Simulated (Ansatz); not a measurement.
System: GaSb (zinc blende type, first atom moved by 0.06 Å along [111]), 2 atoms in the cell.

```
Ga Sb
1.0
     0.00000    3.11000    3.11000
     3.11000    0.00000    3.11000
     3.11000    3.11000    0.00000
Ga Sb
1 1
Direct
  0.00557 0.00557 0.00557
  0.25000 0.25000 0.25000
```

Code and potentials: Ansatz PAW hard set, 700 eV. Settings: k-mesh 4×4×4 Γ-centred; Fermi–Dirac smearing of 0.1 eV; no spin polarisation; no spin–orbit coupling. For HSE06: exchange singularity: Wigner-Seitz.

Plain PBE gives:

- Pressure: 0.64 GPa

```csv
atom,Fx (eV/Å),Fy (eV/Å),Fz (eV/Å)
Ga1,-0.245,-0.245,-0.245
Sb2,0.245,0.245,0.245
```

(1) What changes under HSE06?

Results:

(1) The pressure decreases by 2.17 GPa to -1.53 GPa; the forces move by 72 meV/Å (rms):

```tsv
atom	Fx (eV/Å)	Fy (eV/Å)	Fz (eV/Å)
Ga1	-0.286	-0.286	-0.286
Sb2	0.286	0.286	0.286
```

The stress includes the program's correction for the finite plane-wave basis.

The k-mesh is coarse, so these values belong to this mesh and can lie far from the converged ones. Potentials made with PBE were used with another functional (at least in: Ansatz PAW hard set, 700 eV (HSE06)).
